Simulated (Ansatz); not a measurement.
The following input was run with Ansatz 0.2.0.

```yaml
crystal:
  lattice:
    - [4.6001002969, 0.0, 0.0]
    - [-2.3000501485, 3.983803717, 0.0]
    - [0.0, 0.0, 7.7748972838]
  atoms:
    - { symbol: Ca, position: [0.0, 0.0, 0.0] }
    - { symbol: Mn, position: [0.6666666667, 0.3333333333, 0.6179526107], spin: 4.58 }
    - { symbol: Mn, position: [0.3333333333, 0.6666666667, 0.3820473893], spin: 4.58 }
    - { symbol: Bi, position: [0.6666666667, 0.3333333333, 0.2494157387] }
    - { symbol: Bi, position: [0.3333333333, 0.6666666667, 0.7505842613] }
basis:
  ecutwfc: 420
kpoints:
  mp_grid: { grid: [12, 12, 6] }
hamiltonian:
  xc: pbe
  dispersion: d3bj
scf:
  occupations: { method: gaussian, width: 0.1 }
output:
  forces: true
  stress: true
  eigenvalues: true
  populations: true
magnetization:
  spin_polarized: true
relax:
  adjacent_minimum: "off"
  f_tol: 0.005
  max_steps: 50
  cell: { stress_tol: 0.05 }
```

Command:
```bash
ansatz run input.yaml --threads 2 --pin off --max-ram 5120MiB --backend cpu --events-out ev --progress --plain --runs-dir out
```

Theory: DFT PBE+D3(BJ), scalar-relativistic, plane waves, PAW (Ansatz).

Part of what the program printed, abridged (iterations and final results):

```
SCF iter   1: F=—  HF=-34410.073339 eV  |F-HF|=—  |Δ(HF+E_count)|=         —  Δρ=3.08e-2 (↑3.08e-2 ↓2.16e-2) dr2=6.60e0  dr2_m=5.83e-2  M=9.295 μB ∫|m|=9.383 μB  β_m=0.30  ethr=3.10e-3  ⟨swp⟩=11.5  Hψ=47855  notcnv=0
Mixer restart at iter 1: flushing history
spin=Collinear: Kerker preconditioning applied to the charge; magnetization (m = ρ↑ − ρ↓) channel mixes plain (no charge-response kernel on spin).
SCF iter   2: F=—  HF=-34409.574429 eV  |F-HF|=—  |Δ(HF+E_count)|=   4.99e-1  Δρ=1.54e-2 (↑1.54e-2 ↓1.43e-2) dr2=2.67e0  dr2_m=7.13e-3  M=9.305 μB ∫|m|=9.388 μB  β_m=0.48  ethr=3.10e-3  ⟨swp⟩=2.6  Hψ=14682  notcnv=0  defer=694
SCF iter   3: F=—  HF=-34409.399240 eV  |F-HF|=—  |Δ(HF+E_count)|=   1.75e-1  Δρ=6.87e-3 (↑4.20e-3 ↓6.87e-3) dr2=2.70e-1  dr2_m=1.40e-2  M=9.230 μB ∫|m|=9.332 μB  β_m=0.63  ethr=3.10e-3  ⟨swp⟩=2.9  Hψ=14383  notcnv=0  defer=693
SCF iter   4: F=—  HF=-34409.422083 eV  |F-HF|=—  |Δ(HF+E_count)|=         —  Δρ=5.38e-3 (↑5.38e-3 ↓2.78e-3) dr2=2.64e-2  dr2_m=1.65e-2  M=9.093 μB ∫|m|=9.232 μB  β_m=0.63  ethr=3.86e-4  ⟨swp⟩=3.0  Hψ=17021  notcnv=0  defer=735
Mixer restart at iter 4: flushing history
SCF iter   5: F=—  HF=-34409.417082 eV  |F-HF|=—  |Δ(HF+E_count)|=   5.00e-3  Δρ=1.89e-3 (↑1.06e-3 ↓1.89e-3) dr2=1.44e-2  dr2_m=1.66e-3  M=9.082 μB ∫|m|=9.224 μB  β_m=0.74  ethr=3.77e-5  ⟨swp⟩=2.0  Hψ=16090  notcnv=0  defer=760
SCF iter   6: F=—  HF=-34409.416503 eV  |F-HF|=—  |Δ(HF+E_count)|=   5.79e-4  Δρ=1.61e-3 (↑1.61e-3 ↓6.69e-4) dr2=6.75e-3  dr2_m=4.72e-4  M=9.091 μB ∫|m|=9.235 μB  β_m=0.77  ethr=2.05e-5  ⟨swp⟩=2.1  Hψ=13182  notcnv=0  defer=755
SCF iter   7: F=—  HF=-34409.416158 eV  |F-HF|=—  |Δ(HF+E_count)|=   3.45e-4  Δρ=4.38e-4 (↑3.83e-4 ↓4.38e-4) dr2=1.74e-3  dr2_m=1.08e-4  M=9.097 μB ∫|m|=9.241 μB  β_m=0.88  ethr=9.64e-6  ⟨swp⟩=2.0  Hψ=14965  notcnv=0  defer=760
SCF iter   8: F=—  HF=-34409.416354 eV  |F-HF|=—  |Δ(HF+E_count)|=   1.96e-4  Δρ=2.15e-4 (↑1.45e-4 ↓2.15e-4) dr2=2.27e-4  dr2_m=3.03e-5  M=9.100 μB ∫|m|=9.245 μB  β_m=0.90  ethr=2.48e-6  ⟨swp⟩=2.0  Hψ=11743  notcnv=0  defer=760
SCF iter   9: F=—  HF=-34409.416409 eV  |F-HF|=—  |Δ(HF+E_count)|=   5.52e-5  Δρ=1.30e-4 (↑4.60e-5 ↓1.30e-4) dr2=3.50e-5  dr2_m=7.26e-6  M=9.097 μB ∫|m|=9.242 μB  β_m=0.95  ethr=3.24e-7  ⟨swp⟩=2.0  Hψ=11736  notcnv=0  defer=760
SCF iter  10: F=—  HF=-34409.416427 eV  |F-HF|=—  |Δ(HF+E_count)|=   1.79e-5  Δρ=2.22e-5 (↑1.82e-5 ↓2.22e-5) dr2=3.24e-6  dr2_m=1.89e-7  M=9.095 μB ∫|m|=9.241 μB  β_m=0.97  ethr=5.00e-8  ⟨swp⟩=2.0  Hψ=11866  notcnv=0  defer=760
SCF iter  11: F=—  HF=-34409.416429 eV  |F-HF|=—  |Δ(HF+E_count)|=   2.05e-6  Δρ=1.90e-5 (↑1.04e-5 ↓1.90e-5) dr2=1.97e-6  dr2_m=3.72e-8  M=9.096 μB ∫|m|=9.241 μB  β_m=0.99  ethr=4.63e-9  ⟨swp⟩=2.0  Hψ=12065  notcnv=0  defer=760
SCF iter  12: F=—  HF=-34409.416429 eV  |F-HF|=—  |Δ(HF+E_count)|=   1.49e-7  Δρ=2.20e-6 (↑2.20e-6 ↓2.15e-6) dr2=5.33e-8  dr2_m=8.57e-10  M=9.096 μB ∫|m|=9.241 μB  β_m=0.98  ethr=2.82e-9  ⟨swp⟩=2.0  Hψ=11772  notcnv=0  defer=760
SCF iter  13: F=-34409.416429 eV  HF=-34409.416429 eV  |F-HF|=5.82e-10  |Δ(HF+E_count)|=   5.92e-9  Δρ=1.27e-6 (↑1.27e-6 ↓1.17e-6) dr2=9.29e-9  dr2_m=7.52e-11  M=9.096 μB ∫|m|=9.241 μB  ethr=7.62e-11  ⟨swp⟩=9.9  Hψ=42071  notcnv=0
SCF 1 converged in 13 iterations: F = -34409.416429 eV  dr2 = 9.29e-9
relax step   1: F+E_penalty+E_count = -34409.41642947 eV  Δ(F+E_penalty+E_count) = +0.000e0 eV  max|allowed force component| = 7.453e-3 eV/Å  Δτ_max = 0.0000 Å  P = -2.353 GPa  Ω = 142.482 Å³  (13 SCF iters, dr2 threshold 1.00e-7 eV, accepted)
Crystal: 5 atoms, lattice volume = 133.012 Å³
Basis set: ecut = 420 eV, 2623 PW (Γ), exchange–correlation on 64×64×108 points (8 copies of the dense FFT grid, shifted against one another)
Initial density: handed on by an earlier stage of this run
Starting moments: Σ|m| = 9.16 μB on 2 of 5 sites; this step starts from the density that it was given
Initial wavefunctions: those handed on with the density
SCF iter   1: F=—  HF=-34409.497900 eV  |F-HF|=—  |Δ(HF+E_count)|=         —  Δρ=6.60e-3 (↑4.98e-3 ↓6.60e-3) dr2=4.08e-2  dr2_m=3.75e-2  M=8.751 μB ∫|m|=8.942 μB  β_m=0.30  ethr=5.33e-5  ⟨swp⟩=1.7  Hψ=43132  notcnv=0
spin=Collinear: Kerker preconditioning applied to the charge; magnetization (m = ρ↑ − ρ↓) channel mixes plain (no charge-response kernel on spin).
SCF iter   2: F=—  HF=-34409.497751 eV  |F-HF|=—  |Δ(HF+E_count)|=   1.49e-4  Δρ=4.91e-3 (↑4.14e-3 ↓4.91e-3) dr2=2.42e-2  dr2_m=2.29e-2  M=8.731 μB ∫|m|=8.930 μB  β_m=0.64  ethr=5.33e-5  ⟨swp⟩=1.0  Hψ=9600  notcnv=0
SCF iter   3: F=—  HF=-34409.494896 eV  |F-HF|=—  |Δ(HF+E_count)|=   2.85e-3  Δρ=6.40e-4 (↑6.40e-4 ↓5.99e-4) dr2=3.41e-3  dr2_m=3.47e-5  M=8.667 μB ∫|m|=8.890 μB  β_m=0.61  ethr=3.46e-5  ⟨swp⟩=2.8  Hψ=17391  notcnv=0
SCF iter   4: F=—  HF=-34409.494229 eV  |F-HF|=—  |Δ(HF+E_count)|=   6.67e-4  Δρ=3.72e-4 (↑3.08e-4 ↓3.72e-4) dr2=4.77e-4  dr2_m=1.94e-5  M=8.673 μB ∫|m|=8.896 μB  β_m=0.73  ethr=4.88e-6  ⟨swp⟩=2.1  Hψ=12898  notcnv=0
SCF iter   5: F=—  HF=-34409.494303 eV  |F-HF|=—  |Δ(HF+E_count)|=   7.33e-5  Δρ=2.01e-4 (↑1.07e-4 ↓2.01e-4) dr2=7.82e-5  dr2_m=1.65e-5  M=8.681 μB ∫|m|=8.902 μB  β_m=0.86  ethr=6.81e-7  ⟨swp⟩=2.3  Hψ=14890  notcnv=0
SCF iter   6: F=—  HF=-34409.494339 eV  |F-HF|=—  |Δ(HF+E_count)|=   3.59e-5  Δρ=5.45e-5 (↑3.08e-5 ↓5.45e-5) dr2=1.41e-5  dr2_m=6.82e-7  M=8.688 μB ∫|m|=8.907 μB  β_m=0.93  ethr=1.12e-7  ⟨swp⟩=2.0  Hψ=11686  notcnv=0
SCF iter   7: F=—  HF=-34409.494340 eV  |F-HF|=—  |Δ(HF+E_count)|=   1.56e-6  Δρ=2.67e-5 (↑1.10e-5 ↓2.67e-5) dr2=2.05e-6  dr2_m=2.53e-7  M=8.688 μB ∫|m|=8.907 μB  β_m=0.97  ethr=2.01e-8  ⟨swp⟩=2.0  Hψ=11725  notcnv=0
SCF iter   8: F=—  HF=-34409.494340 eV  |F-HF|=—  |Δ(HF+E_count)|=   2.07e-7  Δρ=4.72e-6 (↑4.21e-6 ↓4.72e-6) dr2=2.53e-7  dr2_m=1.14e-9  M=8.688 μB ∫|m|=8.908 μB  β_m=0.98  ethr=2.92e-9  ⟨swp⟩=2.0  Hψ=12065  notcnv=0
SCF iter   9: F=-34409.494340 eV  HF=-34409.494341 eV  |F-HF|=1.56e-7  |Δ(HF+E_count)|=   5.36e-8  Δρ=6.44e-6 (↑3.22e-6 ↓6.44e-6) dr2=1.89e-7  dr2_m=4.94e-9  M=8.688 μB ∫|m|=8.908 μB  ethr=3.61e-10  ⟨swp⟩=2.2  Hψ=30102  notcnv=0
the search or the solves at the SCF's close seem to have found levels that the self-consistency loop had missed (the run counts 1). By its estimate they hold under 1e-12 electrons; where the run keeps them, the occupations were computed again with them
SCF 2 converged in 9 iterations: F = -34409.494340 eV  dr2 = 1.89e-7
relax step   2: F+E_penalty+E_count = -34409.49434036 eV  Δ(F+E_penalty+E_count) = -7.791e-2 eV  max|allowed force component| = 6.022e-2 eV/Å  Δτ_max = 0.0185 Å  P = -0.068 GPa  Ω = 133.012 Å³  energy of the carried Pulay correction = +1.886e-3 eV  (9 SCF iters, dr2 threshold 5.00e-7 eV, accepted)
Crystal: 5 atoms, lattice volume = 132.226 Å³
SCF iter   1: F=—  HF=-34409.497653 eV  |F-HF|=—  |Δ(HF+E_count)|=         —  Δρ=2.75e-3 (↑1.82e-3 ↓2.75e-3) dr2=6.12e-3  dr2_m=5.47e-3  M=8.589 μB ∫|m|=8.835 μB  β_m=0.65  ethr=8.50e-6  ⟨swp⟩=1.9  Hψ=43229  notcnv=0
spin=Collinear: Kerker preconditioning applied to the charge; magnetization (m = ρ↑ − ρ↓) channel mixes plain (no charge-response kernel on spin).
   ...
SCF iter   8: F=—  HF=-34409.506744 eV  |F-HF|=—  |Δ(HF+E_count)|=   3.04e-8  Δρ=1.03e-6 (↑6.05e-7 ↓1.03e-6) dr2=4.13e-9  dr2_m=1.21e-10  M=8.123 μB ∫|m|=8.497 μB  β_m=0.99  ethr=3.40e-11  ⟨swp⟩=2.8  Hψ=17213  notcnv=0
SCF iter   9: F=—  HF=-34409.506744 eV  |F-HF|=—  |Δ(HF+E_count)|=   1.16e-9  Δρ=3.84e-7 (↑2.37e-7 ↓3.84e-7) dr2=3.21e-10  dr2_m=8.31e-11  M=8.123 μB ∫|m|=8.497 μB  β_m=1.00  ethr=5.89e-12  ⟨swp⟩=2.0  Hψ=14489  notcnv=0
SCF iter  10: F=—  HF=-34409.506744 eV  |F-HF|=—  |Δ(HF+E_count)|=  4.29e-10  Δρ=1.01e-7 (↑5.49e-8 ↓1.01e-7) dr2=6.58e-11  dr2_m=1.67e-12  M=8.123 μB ∫|m|=8.497 μB  β_m=1.00  ethr=1.00e-12  ⟨swp⟩=2.4  Hψ=15581  notcnv=0
SCF iter  11: F=—  HF=-34409.506744 eV  |F-HF|=—  |Δ(HF+E_count)|=  2.91e-11  Δρ=4.79e-8 (↑2.51e-8 ↓4.79e-8) dr2=1.42e-11  dr2_m=8.58e-13  M=8.123 μB ∫|m|=8.497 μB  β_m=0.97  ethr=1.00e-12  ⟨swp⟩=1.0  Hψ=9600  notcnv=0
SCF iter  12: F=-34409.506744 eV  HF=-34409.506744 eV  |F-HF|=2.91e-11  |Δ(HF+E_count)|=    0.00e0  Δρ=9.41e-8 (↑3.81e-8 ↓9.41e-8) dr2=3.57e-11  dr2_m=1.23e-12  M=8.123 μB ∫|m|=8.497 μB  ethr=1.00e-12  ⟨swp⟩=3.0  Hψ=29278  notcnv=0
SCF 6 converged in 12 iterations: F = -34409.506744 eV  dr2 = 3.57e-11
relax step   6: F+E_penalty+E_count = -34409.50674443 eV  Δ(F+E_penalty+E_count) = -3.458e-4 eV  max|allowed force component| = 6.292e-3 eV/Å  Δτ_max = 0.0057 Å  P = -0.011 GPa  Ω = 130.512 Å³  energy of the carried Pulay correction = +2.406e-3 eV  (12 SCF iters, accepted)
Crystal: 5 atoms, lattice volume = 130.382 Å³
SCF iter   1: F=—  HF=-34409.506739 eV  |F-HF|=—  |Δ(HF+E_count)|=         —  Δρ=3.72e-4 (↑2.63e-4 ↓3.72e-4) dr2=8.78e-5  dr2_m=1.09e-4  M=8.111 μB ∫|m|=8.488 μB  β_m=0.65  ethr=1.43e-7  ⟨swp⟩=2.2  Hψ=40622  notcnv=0
spin=Collinear: Kerker preconditioning applied to the charge; magnetization (m = ρ↑ − ρ↓) channel mixes plain (no charge-response kernel on spin).
SCF iter   2: F=—  HF=-34409.506767 eV  |F-HF|=—  |Δ(HF+E_count)|=   2.75e-5  Δρ=1.52e-4 (↑1.01e-4 ↓1.52e-4) dr2=3.13e-5  dr2_m=1.78e-5  M=8.110 μB ∫|m|=8.487 μB  β_m=0.65  ethr=1.25e-7  ⟨swp⟩=2.0  Hψ=14140  notcnv=0
SCF iter   3: F=—  HF=-34409.506780 eV  |F-HF|=—  |Δ(HF+E_count)|=   1.35e-5  Δρ=6.31e-5 (↑6.31e-5 ↓5.34e-5) dr2=9.02e-6  dr2_m=3.29e-6  M=8.107 μB ∫|m|=8.485 μB  β_m=0.82  ethr=4.47e-8  ⟨swp⟩=2.0  Hψ=16041  notcnv=0
SCF iter   4: F=—  HF=-34409.506780 eV  |F-HF|=—  |Δ(HF+E_count)|=   6.99e-7  Δρ=2.56e-5 (↑2.56e-5 ↓2.04e-5) dr2=4.17e-6  dr2_m=1.26e-7  M=8.107 μB ∫|m|=8.484 μB  β_m=0.79  ethr=1.29e-8  ⟨swp⟩=2.0  Hψ=16246  notcnv=0
SCF iter   5: F=—  HF=-34409.506779 eV  |F-HF|=—  |Δ(HF+E_count)|=   9.55e-7  Δρ=8.27e-6 (↑8.27e-6 ↓6.54e-6) dr2=2.21e-7  dr2_m=1.19e-8  M=8.106 μB ∫|m|=8.484 μB  β_m=0.88  ethr=5.95e-9  ⟨swp⟩=2.3  Hψ=13766  notcnv=0
SCF iter   6: F=—  HF=-34409.506779 eV  |F-HF|=—  |Δ(HF+E_count)|=   2.02e-7  Δρ=5.31e-6 (↑1.87e-6 ↓5.31e-6) dr2=3.37e-8  dr2_m=1.25e-8  M=8.106 μB ∫|m|=8.484 μB  β_m=0.94  ethr=3.16e-10  ⟨swp⟩=2.0  Hψ=16501  notcnv=0
SCF iter   7: F=—  HF=-34409.506779 eV  |F-HF|=—  |Δ(HF+E_count)|=   1.04e-7  Δρ=1.73e-6 (↑1.68e-6 ↓1.73e-6) dr2=1.90e-9  dr2_m=2.94e-9  M=8.107 μB ∫|m|=8.484 μB  β_m=0.97  ethr=4.82e-11  ⟨swp⟩=2.3  Hψ=16824  notcnv=0
SCF iter   8: F=—  HF=-34409.506779 eV  |F-HF|=—  |Δ(HF+E_count)|=   5.57e-9  Δρ=2.73e-7 (↑2.73e-7 ↓2.72e-7) dr2=4.91e-10  dr2_m=4.46e-12  M=8.107 μB ∫|m|=8.484 μB  β_m=0.99  ethr=2.71e-12  ⟨swp⟩=3.0  Hψ=18615  notcnv=0
SCF iter   9: F=-34409.506779 eV  HF=-34409.506779 eV  |F-HF|=3.13e-10  |Δ(HF+E_count)|=  1.09e-10  Δρ=3.11e-7 (↑7.52e-8 ↓3.11e-7) dr2=3.51e-10  dr2_m=2.09e-11  M=8.107 μB ∫|m|=8.484 μB  ethr=1.00e-12  ⟨swp⟩=2.2  Hψ=29064  notcnv=0
SCF 7 converged in 9 iterations: F = -34409.506779 eV  dr2 = 3.51e-10
relax step   7: F+E_penalty+E_count = -34409.50677887 eV  Δ(F+E_penalty+E_count) = -3.444e-5 eV  max|allowed force component| = 2.683e-3 eV/Å  Δτ_max = 0.0030 Å  P = +0.012 GPa  Ω = 130.382 Å³  energy of the carried Pulay correction = +2.433e-3 eV  (9 SCF iters, dr2 threshold 2.47e-9 eV, accepted)
Basis set: ecut = 420 eV, 2577 PW (Γ), exchange–correlation on 60×60×108 points (8 copies of the dense FFT grid, shifted against one another)
Initial wavefunctions: pseudopotential atomic-orbital guess (no wavefunctions were taken with the density)
SCF iter   1: F=—  HF=-34409.504253 eV  |F-HF|=—  |Δ(HF+E_count)|=         —  Δρ=9.42e-5 (↑6.45e-5 ↓9.42e-5) dr2=1.81e-5  dr2_m=1.50e-6  M=8.109 μB ∫|m|=8.486 μB  β_m=0.65  ethr=1.37e-6  ⟨swp⟩=3.0  Hψ=69032  notcnv=0
spin=Collinear: Kerker preconditioning applied to the charge; magnetization (m = ρ↑ − ρ↓) channel mixes plain (no charge-response kernel on spin).
SCF iter   2: F=—  HF=-34409.504251 eV  |F-HF|=—  |Δ(HF+E_count)|=   1.64e-6  Δρ=3.83e-5 (↑2.29e-5 ↓3.83e-5) dr2=3.50e-6  dr2_m=2.57e-7  M=8.109 μB ∫|m|=8.486 μB  β_m=0.65  ethr=2.58e-8  ⟨swp⟩=2.3  Hψ=15754  notcnv=0
SCF iter   3: F=—  HF=-34409.504253 eV  |F-HF|=—  |Δ(HF+E_count)|=   1.21e-6  Δρ=1.43e-5 (↑6.19e-6 ↓1.43e-5) dr2=3.76e-7  dr2_m=2.93e-8  M=8.108 μB ∫|m|=8.485 μB  β_m=0.74  ethr=4.99e-9  ⟨swp⟩=2.0  Hψ=11207  notcnv=0
SCF iter   4: F=—  HF=-34409.504254 eV  |F-HF|=—  |Δ(HF+E_count)|=   1.55e-6  Δρ=1.76e-5 (↑1.04e-5 ↓1.76e-5) dr2=3.31e-7  dr2_m=2.22e-7  M=8.108 μB ∫|m|=8.485 μB  β_m=0.87  ethr=5.37e-10  ⟨swp⟩=2.0  Hψ=16291  notcnv=0
SCF iter   5: F=—  HF=-34409.504255 eV  |F-HF|=—  |Δ(HF+E_count)|=   5.23e-7  Δρ=1.75e-5 (↑2.47e-6 ↓1.75e-5) dr2=7.15e-7  dr2_m=8.82e-8  M=8.108 μB ∫|m|=8.485 μB  β_m=0.94  ethr=4.73e-10  ⟨swp⟩=1.4  Hψ=9715  notcnv=0
SCF iter   6: F=—  HF=-34409.504256 eV  |F-HF|=—  |Δ(HF+E_count)|=   1.02e-6  Δρ=9.37e-6 (↑3.13e-6 ↓9.37e-6) dr2=1.93e-7  dr2_m=4.30e-8  M=8.107 μB ∫|m|=8.484 μB  β_m=0.97  ethr=4.73e-10  ⟨swp⟩=2.0  Hψ=16366  notcnv=0
SCF iter   7: F=—  HF=-34409.504256 eV  |F-HF|=—  |Δ(HF+E_count)|=   1.97e-7  Δρ=3.48e-6 (↑9.48e-7 ↓3.48e-6) dr2=3.63e-8  dr2_m=2.46e-9  M=8.107 μB ∫|m|=8.484 μB  β_m=0.98  ethr=2.76e-10  ⟨swp⟩=2.0  Hψ=11854  notcnv=0
SCF iter   8: F=—  HF=-34409.504256 eV  |F-HF|=—  |Δ(HF+E_count)|=   3.16e-8  Δρ=4.73e-7 (↑1.75e-7 ↓4.73e-7) dr2=7.23e-10  dr2_m=4.29e-11  M=8.106 μB ∫|m|=8.484 μB  β_m=0.99  ethr=5.19e-11  ⟨swp⟩=2.1  Hψ=16392  notcnv=0
SCF iter   9: F=—  HF=-34409.504257 eV  |F-HF|=—  |Δ(HF+E_count)|=   7.53e-7  Δρ=1.19e-7 (↑1.19e-7 ↓9.65e-8) dr2=2.96e-11  dr2_m=6.68e-12  M=8.106 μB ∫|m|=8.484 μB  β_m=1.00  ethr=1.03e-12  ⟨swp⟩=2.0  Hψ=16765  notcnv=0
SCF iter  10: F=—  HF=-34409.504257 eV  |F-HF|=—  |Δ(HF+E_count)|=  7.28e-12  Δρ=6.52e-8 (↑2.14e-8 ↓6.52e-8) dr2=1.45e-11  dr2_m=7.84e-13  M=8.106 μB ∫|m|=8.484 μB  β_m=1.00  ethr=1.00e-12  ⟨swp⟩=1.0  Hψ=9608  notcnv=0
SCF iter  11: F=-34409.504257 eV  HF=-34409.504257 eV  |F-HF|=1.46e-11  |Δ(HF+E_count)|=  7.28e-12  Δρ=5.37e-8 (↑1.10e-8 ↓5.37e-8) dr2=1.07e-11  dr2_m=8.13e-13  M=8.106 μB ∫|m|=8.484 μB  ethr=1.00e-12  ⟨swp⟩=3.0  Hψ=28971  notcnv=0
SCF 8 converged in 11 iterations: F = -34409.504257 eV  dr2 = 1.07e-11
WARN: an SCF from antiferromagnetic starting moments (0.00, -4.58, 4.58, 0.00, 0.00 Bohr magnetons, atom by atom) was not made, by what the run has read of turns of its moments that order reads lower: the deck asks for what bars it, or types moments that do (magnetization.spin_polarized, in the input reference, names some of the keys), or the run goes by scf.lower_state_search: light, the default, which as a rule tries one only behind a close that has lost an order of both signs, or on which an open d or half-filled 4f shell of a PAW file has lost a moment that was set nearer to Hund's than to what is left; or, under a Hubbard U, one that names an f shell that the input leaves bare beside gi ...
SCF converged after 11 iterations
Magnetization: 8.1063 μB (39.0532 up, 30.9468 down)
Absolute magnetization: 8.4888 μB (∫|ρ↑−ρ↓|, with the PAW one-centre terms)
Spin contamination: 0.2592 ħ² per cell (⟨S²⟩ above its minimum at these occupations)
Per-site moments (μB) at R_I (Å): [(0.03449958, 1.32017642), (3.82073332, 1.14305668), (3.82073332, 1.14305668), (-0.04385367, 1.14305668), (-0.04385367, 1.14305668)]
Free energy (F): -34409.504257 eV
Harris-Foulkes:  -34409.504257 eV  (|F-HF|=1.46e-11)
Internal energy: -34409.474093 eV  (E = F + TS)
E sigma→0 (E₀):  -34409.489175 eV
Entropy (-TS):   -0.030164 eV (-6.033 meV/atom)
Fermi energy:    10.395841 eV
--- Per-component energies (eV) ---
  E_band       = -932.473154
  E_kinetic    = 1490.619096
  E_local      = -9246.153810  (includes V_loc(G=0)·N_el)
  E_nonlocal   = 1680.293016
  E_hartree    = 3570.438193
  E_xc         = -662.003697
  E_vxc        = -744.459238  (∫ρ·V_xc dr)
  E_paw        = -24798.314528  (= ΣΔE_a)
  E_vpaw       = -1253.647978  (= ΣTr[D̂ρ^β])
  E_aug_tail   = -0.000873  (compensation charges beyond the density's cutoff)
  E_ewald      = -6442.157680
  E_disp       = -2.193810  (pairwise vdW)
  E_smearing   = -0.030164  (= −TS)
--- Forces (eV/Å), atoms counted from 1 ---
  atom   1  Ca     0.00000000     0.00000000     0.00000000
  atom   2  Mn     0.00000000     0.00000000     0.00243236
  atom   3  Mn     0.00000000     0.00000000    -0.00243236
  atom   4  Bi     0.00000000     0.00000000    -0.00001725
  atom   5  Bi     0.00000000     0.00000000     0.00001725
--- Stress (GPa, compression-positive) ---
        0.012093       0.000000       0.000000
        0.000000       0.012093       0.000000
        0.000000       0.000000       0.013638
  P = ⅓ Tr σ = 0.0126 GPa (0.126 kbar)
--- Band table (eV; the first three rows and the last of 200) ---
  k-point 0 ↑: bands = ["-70.8980", "-70.8926", "-39.6946", "-39.6946", "-39.6737", "-39.6737", "-39.6087", "-39.5920", "-31.1835", "-12.2985", "-12.2985", "-12.2338", "-12.0335", "-12.0335", "-12.0080", "-12.0004", "-11.9786", "-11.9786", "-11.9771", "-11.9771", "-11.9324", "-11.9324", "-1.3651", "-0.6156", "5.3546", "6.7915", "6.9046", "6.9046", "7.0092", "7.0092", "7.7717", "7.7717", "8.0589", "8.2335", "8.2335", "10.4770", "10.4770", "11.1531", "11.2358", "12.0884", "12.0884", "12.5389", "12.9771", "13.0203", "13.0203", "13.8139", "13.8139", "15.7621"]
  k-point 1 ↑: bands = ["-70.8980", "-70.8926", "-39.6946", "-39.6946", "-39.6737", "-39.6737", "-39.6087", "-39.5920", "-31.1835", "-12.2986", "-12.2986", "-12.2337", "-12.0333", "-12.0333", "-12.0087", "-11.9998", "-11.9785", "-11.9785", "-11.9771", "-11.9771", "-11.9327", "-11.9327", "-1.3245", "-0.6737", "5.4755", "6.7522", "6.8904", "6.8904", "7.0173", "7.0173", "7.7836", "7.7836", "8.0629", "8.2303", "8.2303", "10.2271", "10.5314", "10.5314", "11.9013", "11.9013", "12.2007", "12.5947", "12.9907", "13.0331", "13.0331", "14.0283", "14.0283", "15.6036"]
  k-point 2 ↑: bands = ["-70.8980", "-70.8926", "-39.6946", "-39.6946", "-39.6737", "-39.6737", "-39.6087", "-39.5920", "-31.1835", "-12.2987", "-12.2987", "-12.2335", "-12.0328", "-12.0328", "-12.0097", "-11.9990", "-11.9782", "-11.9782", "-11.9772", "-11.9772", "-11.9332", "-11.9332", "-1.2121", "-0.8204", "5.7780", "6.6193", "6.8665", "6.8665", "7.0292", "7.0292", "7.8070", "7.8070", "8.0751", "8.2236", "8.2236", "9.5159", "10.6784", "10.6784", "11.5537", "11.5537", "12.4848", "12.8893", "13.0351", "13.0351", "13.3817", "14.5080", "14.5080", "15.3954"]
  k-point 99 ↓: bands = ["-66.8408", "-66.8408", "-35.7068", "-35.7068", "-35.6807", "-35.6593", "-35.6593", "-35.6487", "-31.1595", "-12.3166", "-12.2701", "-12.2701", "-12.0410", "-12.0148", "-12.0148", "-11.9991", "-11.9991", "-11.9893", "-11.9881", "-11.9521", "-11.9521", "-11.9179", "-0.3037", "-0.3037", "6.5926", "6.5926", "7.1248", "7.4034", "8.5388", "8.5388", "10.1165", "10.5259", "10.5259", "10.6865", "11.4492", "11.6343", "11.6343", "11.9750", "11.9750", "12.3836", "13.3494", "13.3494", "13.5854", "14.7216", "14.7216", "15.0107", "15.0107", "15.3058"]
--- Relaxed structure (7 steps of the walk, 6 accepted, 1 SCFs on fresh bases) ---
  F+E_penalty+E_count = -34409.50425671 eV   max|allowed force component| = 2.432e-3 eV/Å   (the final SCF, on the basis selected at the relaxed cell)
  cell:  # Å, volume = 130.3815 Å³
    - [4.38482938, 0.0, 0.0]
    - [-2.19241469, 3.79737363, 0.0]
    - [0.0, 0.0, 7.83032937]
  atoms:
    - { symbol: Ca, position: [0.0, 0.0, 0.0] }
    - { symbol: Mn, position: [0.66666666, 0.33333333, 0.60603630] }
    - { symbol: Mn, position: [0.33333333, 0.66666666, 0.39396369] }
    - { symbol: Bi, position: [0.66666666, 0.33333333, 0.25005542] }
    - { symbol: Bi, position: [0.33333333, 0.66666666, 0.74994457] }
--- Löwdin populations: 5 sites ---
  site symbol q [e]    m [muB]
     0     Ca      8.4243     0.0202
     1     Mn     14.2640     4.0472
     2     Mn     14.2640     4.0472
     3     Bi     16.1578    -0.0499
     4     Bi     16.1578    -0.0499
  spilling = 0.010460 (of n_electrons = 70.000000)
```

The relaxation met its thresholds.

It took 7.5 min on 2 threads of Arm Neoverse V1, with other jobs on the host, peak memory 1.1 GiB.

The state reached may not be the lowest one. Spin-orbit coupling is left out, which matters for the bands of heavy elements. The program reads another magnetic order as possibly lower. Only parallel moments were tried here.